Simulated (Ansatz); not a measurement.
**Relaxing Sc**

All numbers below come from DFT r2SCAN, scalar-relativistic, plane waves, PAW in Ansatz. Cutoff 500 eV, Γ-centred k mesh, Gaussian smearing, no spin polarisation in the final step.

Sc was placed on the beta-tungsten (A15) structure type (Pm-3n, No. 223), at a guessed volume.

```xyz
8
Lattice="5.8752 0.0000 0.0000 0.0000 5.8752 0.0000 0.0000 0.0000 5.8752" Properties=species:S:1:pos:R:3 pbc="T T T"
Sc    2.9376    2.9376    2.9376
Sc    0.0000    0.0000    0.0000
Sc    1.4688    0.0000    2.9376
Sc    2.9376    1.4688    0.0000
Sc    2.9376    4.4064    0.0000
Sc    4.4064    0.0000    2.9376
Sc    0.0000    2.9376    4.4064
Sc    0.0000    2.9376    1.4688
```

Cell and atoms relax at zero pressure; the relaxation can't lower the symmetry of the start.

(1) Which crystal results?

(2) What are its volume, density and gap?

## Answers

(1) It keeps Pm-3n (No. 223). The result has the beta-tungsten (A15) structure. Conventional cell: a = 5.905 Å. Sc on Wyckoff site a (2 atoms of the primitive cell) has 12 Sc at 3.30 Å; Sc on Wyckoff site c (6 atoms of the primitive cell) has 2 Sc at 2.95 Å, 4 Sc at 3.30 Å and 8 Sc at 3.62 Å.

```
Sc
1.0
     5.90462    0.00000    0.00000
     0.00000    5.90462    0.00000
     0.00000    0.00000    5.90462
Sc
8
Direct
  0.50000 0.50000 0.50000
  0.00000 0.00000 0.00000
  0.25000 0.00000 0.50000
  0.50000 0.25000 0.00000
  0.50000 0.75000 0.00000
  0.75000 0.00000 0.50000
  0.00000 0.50000 0.75000
  0.00000 0.50000 0.25000
```

(2) The volume per atom is 25.73 Å³, the density is 2.90 g/cm³ and the gap on the 6×6×6 mesh is 0 eV (a metal).

The final run used a 6×6×6 mesh on its 8-atom cell and 0.10 eV smearing. Symmetry constrained the relaxation, so the result can be a saddle point.

This form isn't the element's structure at ambient conditions.